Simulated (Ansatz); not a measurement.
Ansatz (a quantum-chemistry and plane-wave program) input:

Ansatz 0.2 input:
```yaml
crystal:
  lattice:
    - [3.9197235141, 0.0, 0.0]
    - [0.0, 3.925554726, 0.0]
    - [0.0, 0.0, 5.5340326022]
  atoms:
    - { symbol: Si, position: [0.75, 0.0, 0.880239157] }
    - { symbol: Si, position: [0.25, 0.0, 0.119760843] }
    - { symbol: Ge, position: [0.25, 0.5, 0.3691566216] }
    - { symbol: Ge, position: [0.75, 0.5, 0.6308433784] }
kpoints:
  mp_grid: { grid: [6, 6, 4] }
  band_path:
    path:
      - [[0.0, 0.0, 0.0], [0.5, 0.0, 0.0], [0.5, 0.5, 0.0], [0.0, 0.5, 0.0], [0.0, 0.0, 0.0], [0.0, 0.0, 0.5], [0.5, 0.0, 0.5], [0.5, 0.5, 0.5], [0.0, 0.5, 0.5], [0.0, 0.0, 0.5]]  # Γ-X-S-Y-Γ-Z-U-R-T-Z
      - [[0.5, 0.0, 0.0], [0.5, 0.0, 0.5]]  # X-U
      - [[0.0, 0.5, 0.0], [0.0, 0.5, 0.5]]  # Y-T
      - [[0.5, 0.5, 0.0], [0.5, 0.5, 0.5]]  # S-R
      - [VBM, CBM]
    npoints: 6
basis: { xc_grid: 2 }
hamiltonian:
  xc: pbesol
  pseudopotentials: { azcp: { folder: ./paw }, kind: paw_fr }
magnetization: { noncollinear: true, spin_orbit: true }
scf:
  n_extra_bands: 12
  convergence: { dr2_threshold: 0.0000000001 }
  occupations: { method: gaussian, width: 0.01 }
checkpoint: { write: soc.run }
output: { eigenvalues: true }
```

Output (shortened):

```
Pseudopotential: Si, paw, valence charge 4
Pseudopotential: Ge, paw, valence charge 14
Functional definition: PBEsol
non-collinear run that drives no moment, with spin-orbit …
Crystal: 4 atoms, lattice volume = 85.153 Å³
Basis set: ecut = 420 eV, 1675 PW (Γ), exchange–correlation on 54×54×80 points (8 copies of the dense FFT grid, shifted against one another)
Bands: 48, of which v1, the nominal top of the filled ones, is band 36 counted from 1 (35 counted from 0)
Symmetry: 8 space group operations + 8 with time reversal
k-points: 48 of 144
Projection manifold: j_resolved (fully-relativistic pseudo-atomic orbitals)
SCF iter   1: F=—  HF=-9750.408622 eV  |F-HF|=—  |Δ(HF+E_count)|=         —  Δρ=4.12e-2  dr2=1.26e0  dr2_m=0.00e0 (ungated)  ethr=3.10e-3  |M|=0.00e0 ∫|m|=0.00e0 μB  |m|>n=0.0e0 m-floor=0.0e0 τ_xc=0.0e0  β_m=0.30  ⟨swp⟩=7.3  Hψ=5859  notcnv=0  defer=8
preconditioner: auto → Resta (q_TF=auto, 2.364 Å⁻¹)
spin=Noncollinear: Resta preconditioning applied to the charge; magnetization (m_x, m_y, m_z) channels mix plain (no charge-response kernel on spin).
SCF iter   2: F=—  HF=-9750.281096 eV  |F-HF|=—  |Δ(HF+E_count)|=   1.28e-1  Δρ=3.10e-2  dr2=7.19e-1  dr2_m=0.00e0 (ungated)  ethr=3.10e-3  |M|=0.00e0 ∫|m|=0.00e0 μB  |m|>n=0.0e0 m-floor=0.0e0 τ_xc=0.0e0  β_m=0.65  ⟨swp⟩=1.0  Hψ=1344  notcnv=0  defer=28
SCF iter   3: F=—  HF=-9750.116025 eV  |F-HF|=—  |Δ(HF+E_count)|=   1.65e-1  Δρ=2.39e-3  dr2=7.11e-3  dr2_m=0.00e0 (ungated)  ethr=2.00e-3  |M|=0.00e0 ∫|m|=0.00e0 μB  |m|>n=0.0e0 m-floor=0.0e0 τ_xc=0.0e0  β_m=0.66  ⟨swp⟩=2.3  Hψ=1376  notcnv=0  defer=84
SCF iter   4: F=—  HF=-9750.116950 eV  |F-HF|=—  |Δ(HF+E_count)|=   9.25e-4  Δρ=1.54e-3  dr2=2.12e-3  dr2_m=0.00e0 (ungated)  ethr=1.97e-5  |M|=0.00e0 ∫|m|=0.00e0 μB  |m|>n=0.0e0 m-floor=0.0e0 τ_xc=0.0e0  β_m=0.72  ⟨swp⟩=2.1  Hψ=2112  notcnv=0  defer=288
SCF iter   5: F=—  HF=-9750.117956 eV  |F-HF|=—  |Δ(HF+E_count)|=   1.01e-3  Δρ=5.04e-4  dr2=2.64e-4  dr2_m=0.00e0 (ungated)  ethr=5.89e-6  |M|=0.00e0 ∫|m|=0.00e0 μB  |m|>n=0.0e0 m-floor=0.0e0 τ_xc=0.0e0  β_m=0.85  ⟨swp⟩=2.4  Hψ=2042  notcnv=0  defer=288
SCF iter   6: F=—  HF=-9750.118194 eV  |F-HF|=—  |Δ(HF+E_count)|=   2.38e-4  Δρ=9.18e-5  dr2=8.01e-6  dr2_m=0.00e0 (ungated)  ethr=7.33e-7  |M|=0.00e0 ∫|m|=0.00e0 μB  |m|>n=0.0e0 m-floor=0.0e0 τ_xc=0.0e0  β_m=0.89  ⟨swp⟩=2.0  Hψ=2015  notcnv=0  defer=288
SCF iter   7: F=—  HF=-9750.118198 eV  |F-HF|=—  |Δ(HF+E_count)|=   3.79e-6  Δρ=1.44e-5  dr2=1.04e-7  dr2_m=0.00e0 (ungated)  ethr=2.22e-8  |M|=0.00e0 ∫|m|=0.00e0 μB  |m|>n=0.0e0 m-floor=0.0e0 τ_xc=0.0e0  β_m=0.95  ⟨swp⟩=2.0  Hψ=1872  notcnv=0  defer=288
SCF iter   8: F=—  HF=-9750.118200 eV  |F-HF|=—  |Δ(HF+E_count)|=   2.90e-6  Δρ=2.38e-6  dr2=2.89e-9  dr2_m=0.00e0 (ungated)  ethr=2.89e-10  |M|=0.00e0 ∫|m|=0.00e0 μB  |m|>n=0.0e0 m-floor=0.0e0 τ_xc=0.0e0  β_m=0.97  ⟨swp⟩=2.2  Hψ=1953  notcnv=0  defer=288
SCF iter  10: F=-9750.118200 eV  HF=-9750.118200 eV  |F-HF|=7.28e-12  |Δ(HF+E_count)|=  1.91e-10  Δρ=9.17e-8  dr2=1.52e-11  dr2_m=0.00e0 (ungated)  ethr=1.00e-12  |M|=0.00e0 ∫|m|=0.00e0 μB  |m|>n=0.0e0 m-floor=0.0e0 τ_xc=0.0e0  ⟨swp⟩=9.5  Hψ=3948  notcnv=0
SCF 1 converged in 10 iterations: F = -9750.118200 eV  dr2 = 1.52e-11
NSCF: frozen V_eff on 64 k-points
NSCF: frozen V_eff on 64 k-points
NSCF: frozen V_eff on 64 k-points
NSCF: frozen V_eff on 64 k-points
NSCF: frozen V_eff on 51 k-points
NSCF: frozen V_eff on 43 k-points
NSCF: frozen V_eff on 28 k-points
NSCF: frozen V_eff on 28 k-points
NSCF: frozen V_eff on 10 k-points
NSCF: frozen V_eff on 18 k-points
NSCF: frozen V_eff on 18 k-points
NSCF: frozen V_eff on 3 k-points
NSCF: frozen V_eff on 11 k-points
NSCF: frozen V_eff on 3 k-points
NSCF: frozen V_eff on 4 k-points
NSCF: frozen V_eff on 83 k-points
SCF converged after 10 iterations
Magnetization: |M| = 0.0000 μB,  M = (+0.0000, +0.0000, +0.0000) μB
Absolute magnetization: 0.0000 μB (∫|m|)
  site 0: m = (+0.0000, +0.0000, +0.0000) μB, |m| = 0.0000 μB  (R = 0.98 Å)
  site 1: m = (+0.0000, +0.0000, +0.0000) μB, |m| = 0.0000 μB  (R = 0.98 Å)
  site 2: m = (+0.0000, +0.0000, +0.0000) μB, |m| = 0.0000 μB  (R = 0.99 Å)
  site 3: m = (+0.0000, +0.0000, +0.0000) μB, |m| = 0.0000 μB  (R = 0.99 Å)
Free energy (F): -9750.118200 eV
Harris-Foulkes:  -9750.118200 eV  (|F-HF|=7.28e-12)
Internal energy: -9750.118200 eV  (E = F + TS)
E sigma→0 (E₀):  -9750.118200 eV
Fermi energy:    7.586213 eV
--- Per-component energies (eV) ---
  E_band       = -308.439926
  E_kinetic    = 266.788956
  E_local      = -5202.063950  (includes V_loc(G=0)·N_el)
  E_nonlocal   = 485.696358
  E_hartree    = 2477.768304
  E_xc         = -253.830072
  E_vxc        = -225.740521  (∫ρ·V_xc dr)
  E_paw        = -4941.810600  (= ΣΔE_a)
  E_vpaw       = -588.657533  (= ΣTr[D̂ρ^β])
  E_aug_tail   = 0.000122  (compensation charges beyond the density's cutoff)
  E_ewald      = -2584.572486
  E_core_change = 1.905168  (= ΣΔE_core)
  E_smearing   =  0.000000  (= −TS)
  E_closure    =  0.000000  (closes the sum)
  Σ components = -9750.118200   (vs F -9750.118200, Δ=0.00e0)
  [band-id]    e_kinetic+e_local+e_nonlocal+2·e_hartree+e_vxc+e_vpaw+e_augmentation_tail = -308.439960   (vs E_band -308.439926, Δ=-3.33e-5)
--- Band table (eV; the first three rows and the last of 48) ---
  k-point 0: bands = ["-17.4270", "-17.4270", "-17.3765", "-17.3765", "-17.3702", "-17.3702", "-17.3620", "-17.3620", "-16.8585", "-16.8585", "-16.8349", "-16.8349", "-16.7911", "-16.7911", "-16.7578", "-16.7578", "-16.7287", "-16.7287", "-16.7051", …
  k-point 1: bands = ["-17.4268", "-17.4268", "-17.3765", "-17.3765", "-17.3702", "-17.3702", "-17.3621", "-17.3621", "-16.8585", "-16.8585", "-16.8349", "-16.8349", "-16.7909", "-16.7909", "-16.7578", "-16.7578", "-16.7287", "-16.7287", "-16.7053", …
  k-point 2: bands = ["-17.4267", "-17.4267", "-17.3765", "-17.3765", "-17.3702", "-17.3702", "-17.3621", "-17.3621", "-16.8585", "-16.8585", "-16.8349", "-16.8349", "-16.7908", "-16.7908", "-16.7579", "-16.7579", "-16.7286", "-16.7286", "-16.7055", …
  k-point 47: bands = ["-17.4044", "-17.4044", "-17.4044", "-17.4044", "-17.3574", "-17.3574", "-17.3574", "-17.3574", "-16.8386", "-16.8386", "-16.8386", "-16.8386", "-16.7816", "-16.7816", "-16.7816", "-16.7816", "-16.7167", "-16.7167", "-16.7167", …
```

Cost: about 6 core-minutes (a rough figure) on shared cores.

Space group Pmma. The start of the workflow was typed in or built on a structure type; neither database checked (COD, Materials Project) lists it. Whether it is the stable phase at ambient conditions was not checked. Symmetry was held in the PBEsol relaxation; its stability against distortions is not shown here.

Potentials: the earlier of the program's two PAW sets. The files were generated under PBE; for other functionals the program regenerates the frozen cores, and for LDA and PBEsol the local potential too.

Ansatz is a plane-wave DFT program.
